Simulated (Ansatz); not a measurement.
ScIr:
Space group Pm-3m (No. 221); a = b = c = 3.1621 Å, α = β = γ = 90.00°

| atom | site | symmetry | x | y | z |
|---|---|---|---|---|---|
| Sc | 1b | m-3m | 0.5000 | 0.5000 | 0.5000 |
| Ir | 1a | m-3m | 0.0000 | 0.0000 | 0.0000 |

This is the LDA-relaxed structure.

### Question
All from DFT-LDA in the program Ansatz with PAW potentials, unless another level is named. Estimate the Poisson's ratio.

### Answer
0.35.

### Question
Give the highest zone-centre frequency.

### Answer
26.6 meV.

The first step of the workflow began from a Materials Project structure, measured or hypothetical; the Crystallography Open Database files this formula in space group No. 221, but the cells were not matched. Its standing as an ambient phase is unchecked. The LDA relaxation kept the symmetry of its start; of distortions, only those at the zone centre were tested. The run is not spin-polarised. Scalar-relativistic: spin–orbit coupling is off unless named, which matters more the heavier the elements.

Potentials: the later of the program's two PAW sets.
